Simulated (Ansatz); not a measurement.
Relaxation of a generated cell, WC built in the NbAs structure type; 4 atoms in the cell, which starts as I4₁md (No. 109), tI8; a = 2.816 Å, b = 2.816 Å, c = 9.532 Å, α = 90.00°, β = 90.00°, γ = 90.00°. Method: PBEsol (plane waves to 420 eV, PAW, scalar-relativistic; Ansatz, a program for electronic structure). Γ-centred k-mesh 11×11×11 on the run's cell (coarser than for final values), Fermi–Dirac smearing 0.05 eV. This is the first round of the run. 

The optimiser's lines from the output (shortened; P is positive under compression):

```
relax step   1: F+E_penalty+E_count = -21006.93571803 eV  Δ(F+E_penalty+E_count) = +0.000e0 eV  max|allowed force component| = 4.727e-1 eV/Å  Δτ_max = 0.0000 Å  P = +41.733 GPa  Ω = 37.781 Å³  (6 SCF iters, dr2 threshold 1.00e-7 eV, accepted)
relax step   2: F+E_penalty+E_count = -21007.39185522 eV  Δ(F+E_penalty+E_count) = -4.561e-1 eV  max|allowed force component| = 2.915e-1 eV/Å  Δτ_max = 0.0015 Å  P = +1.576 GPa  Ω = 40.950 Å³  (6 SCF iters, dr2 threshold 4.00e-7 eV, accepted)
relax step   3: F+E_penalty+E_count = -21007.39589469 eV  Δ(F+E_penalty+E_count) = -4.039e-3 eV  max|allowed force component| = 1.809e-1 eV/Å  Δτ_max = 0.0030 Å  P = -0.047 GPa  Ω = 41.110 Å³  (4 SCF iters, dr2 threshold 4.00e-7 eV, accepted)
relax step   4: F+E_penalty+E_count = -21007.39818427 eV  Δ(F+E_penalty+E_count) = -2.290e-3 eV  max|allowed force component| = 9.008e-4 eV/Å  Δτ_max = 0.0049 Å  P = +0.175 GPa  Ω = 41.097 Å³  (5 SCF iters, dr2 threshold 4.00e-7 eV, accepted)
relax step   5: F+E_penalty+E_count = -21007.39823024 eV  Δ(F+E_penalty+E_count) = -4.597e-5 eV  max|allowed force component| = 5.060e-3 eV/Å  Δτ_max = 0.0003 Å  P = -0.076 GPa  Ω = 41.119 Å³  (4 SCF iters, dr2 threshold 4.00e-7 eV, accepted)
relax step   6: F+E_penalty+E_count = -21007.39825251 eV  Δ(F+E_penalty+E_count) = -2.227e-5 eV  max|allowed force component| = 1.178e-5 eV/Å  Δτ_max = 0.0002 Å  P = -0.001 GPa  Ω = 41.112 Å³  (3 SCF iters, dr2 threshold 4.45e-8 eV, accepted)
relax step   7: F+E_penalty+E_count = -21007.40805406 eV  Δ(F+E_penalty+E_count) = -9.802e-3 eV  max|allowed force component| = 1.547e-4 eV/Å  Δτ_max = 0.0000 Å  P = +0.233 GPa  Ω = 41.112 Å³  stress off target by 3.69e-1 GPa  SCF on the basis re-selected at this cell (its energy is not comparable with the rows above)  (6 SCF iters)
relax step   8: F+E_penalty+E_count = -21007.40803298 eV  Δ(F+E_penalty+E_count) = +2.108e-5 eV  max|allowed force component| = 1.626e-4 eV/Å  Δτ_max = 0.0000 Å  P = +0.001 GPa  Ω = 41.136 Å³  (3 SCF iters, dr2 threshold 3.40e-7 eV, accepted)
relax step   9: F+E_penalty+E_count = -21007.40807627 eV  Δ(F+E_penalty+E_count) = -4.329e-5 eV  max|allowed force component| = 4.151e-5 eV/Å  Δτ_max = 0.0000 Å  P = +0.001 GPa  Ω = 41.136 Å³  stress off target by 3.82e-3 GPa  SCF on the basis re-selected at this cell (its energy is not comparable with the rows above)  (5 SCF iters)
```

From the first to the last row the energy changes by -0.12 eV/atom and the volume by +8.9 %. The last row is marked as not comparable with the walk above it, whose basis was carried along; it does compare with step 1, since both stand on a basis selected at the nominal cutoff for their own cell.

Later rounds, restarted from the end of this one on a renewed k-mesh, logged 4 more steps and released under 0.01 eV/atom more. The final structure after all rounds: I4₁md (No. 109), tI8; a = 2.8629 Å, b = 2.8629 Å, c = 10.0365 Å, α = 90.00°, β = 90.00°, γ = 90.00°. Between re-selections the logged energies stand on a plane-wave basis carried along with the cell. No spin polarisation in the result.

The run could not lose the symmetry of its start: the end is stationary, and may be a saddle point rather than a minimum.

The relaxed structure here is a generated cell of WC: the first start was made by placing the elements on the sites of a structure type, and the end was not matched to a known phase here, so it may be hypothetical. Known forms of WC include space group No. 187.
